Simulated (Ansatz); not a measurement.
Sc6Te2Rh:
```cif
data_RhSc6Te2
_chemical_formula_sum 'Sc6 Rh1 Te2'
_space_group_name_H-M_alt 'P 1'
_space_group_IT_number 1
_cell_length_a 7.77050
_cell_length_b 7.77050
_cell_length_c 3.79332
_cell_angle_alpha 90.000
_cell_angle_beta 90.000
_cell_angle_gamma 120.000
loop_
_space_group_symop_operation_xyz
  'x, y, z'
loop_
_atom_site_label
_atom_site_type_symbol
_atom_site_fract_x
_atom_site_fract_y
_atom_site_fract_z
_atom_site_occupancy
Sc1 Sc 0.24124 0.00000 0.00000 1
Sc2 Sc 0.75876 0.75876 0.00000 1
Sc3 Sc 0.00000 0.24124 0.00000 1
Sc4 Sc 0.60943 0.00000 0.50000 1
Sc5 Sc 0.39057 0.39057 0.50000 1
Sc6 Sc 0.00000 0.60943 0.50000 1
Rh1 Rh 0.00000 0.00000 0.50000 1
Te1 Te 0.33333 0.66667 0.00000 1
Te2 Te 0.66667 0.33333 0.00000 1
```

Relaxed with r²SCAN.

Task: Tabulate the valence density and the electron localisation function along the shortest Sc–Rh contact (2.67 Å), the program Ansatz at the r²SCAN level (PAW).

Result: 

```
distance from Sc (Å)  density (e/Å³)   ELF
--------------------  --------------  ----
0.27                            6.98  0.31
0.40                            5.87  0.61
0.53                            4.12  0.74
0.67                            2.37  0.73
0.80                            1.16  0.55
0.93                            0.55  0.25
1.07                            0.33  0.12
1.20                            0.28  0.15
1.33                            0.31  0.23
1.47                            0.39  0.28
1.60                            0.58  0.29
1.73                            0.97  0.36
1.87                            1.99  0.49
2.00                            3.85  0.62
2.13                            6.38  0.70
2.27                            9.34  0.75
2.40                           12.16  0.77
```

The density is the valence pseudo-density with augmentation charge, so density and ELF within about 1 Å of a nucleus are not all-electron values.

Space group P-62m. The workflow started from an entry of the Crystallography Open Database (COD). Whether it is the stable phase at ambient conditions was not checked. The cell was relaxed with r²SCAN under the symmetry of its start; its stability against distortions is not shown here. No spin polarisation was allowed. Spin–orbit coupling is left out wherever it is not named.

Potentials: the later of the program's two PAW sets.
